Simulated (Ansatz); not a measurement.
33S NMR of the central transition in Bi₂S₃

Cell: a structure deposited in the COD whose atoms were relaxed with PBE, the cell held.

Space group Pnma (No. 62); a = 11.3450, b = 3.9940, c = 11.1930 Å.

```csv
site,Wyckoff,site symmetry,x,y,z
Bi1,4c,.m.,0.4866,0.2500,0.3251
Bi5,4c,.m.,0.3388,0.7500,0.0320
S9,4c,.m.,0.2845,0.2500,0.1922
S13,4c,.m.,0.5498,0.7500,0.1292
S17,4c,.m.,0.3780,0.7500,0.4438
```

One atom of each set is listed.

Method: Kohn–Sham DFT in Ansatz, PBE, plane waves and PAW, scalar-relativistic, 420 eV cutoff, Γ-centred 3×7×3 k-points, Fermi–Dirac smearing 0.02 eV.

33S has I = 3/2 and Q = -69.40 mb (Pyykkö 2018); at 14.1 T its Larmor frequency is ν₀ = 46.1 MHz. Only the quadrupole interaction is simulated: positions count from each site's isotropic chemical shift, and shift anisotropy, dipolar and J coupling are left out.

The S sites: S9 (4 atoms; 3 Bi at 2.73–2.75 Å); S13 (4 atoms; 5 Bi at 2.63–3.05 Å); S17 (4 atoms; 5 Bi at 2.70–3.32 Å).

Fitted components of the simulated spectrum:

```
component  |C_Q| (MHz)     η
        A         4.49  0.34
        B         7.12  0.94
        C         14.9  0.16
```

Task: Which site most likely gives which component?

Result: By the calculation, A is S9, B is S13, C is S17. At S9 V_zz stands upright on the plane through its three neighbours (within 1°).

With ν_Q/ν₀ up to 0.16, terms beyond second order are no longer negligible.

Without spin–orbit coupling the gradients at and beside Bi can be off by some per cent, at some sites by more.
